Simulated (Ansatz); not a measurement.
# Notes on SrPd2

```
Sr Pd
1.0
     0.00000    3.92858    3.92858
     3.92858    0.00000    3.92858
     3.92858    3.92858    0.00000
Sr Pd
2 4
Direct
  0.00000 0.00000 0.00000
  0.25000 0.25000 0.25000
  0.62500 0.62500 0.62500
  0.12500 0.62500 0.62500
  0.62500 0.62500 0.12500
  0.62500 0.12500 0.62500
```

Method: r2SCAN, spin-orbit coupling; PAW, plane waves to 500 eV, 8×8×8 Γ-centred mesh, fermi-dirac occupations (width 0.0733 eV) (Ansatz 0.2.0), atoms fixed.

The state carries no moments; the state need not be the lowest.

Task: Metal or insulator?

Result: It is a metal, with about 2.2 states/eV a cell as the mean within 0.25 eV of the Fermi level.

Task: What is the formation energy?

Result: -0.66 eV an atom against the elements' usual phases (free molecules for gases, crystals otherwise, with no correction for O₂ or N₂), so it is bound against them; other compounds may still compete. Relaxing would lower it.

Task: Which element gives electrons and which takes them?

Result: Bader charges in e: Sr +1.33, Pd -0.66. In the mean Sr gives up most and Pd takes most.

Task: Is the cell too large or too small?

Result: The pressure is 0.0 GPa (compression positive), so with the atoms held at these fractions the cell is close to zero pressure.

Origin: a database entry at a rescaled volume.
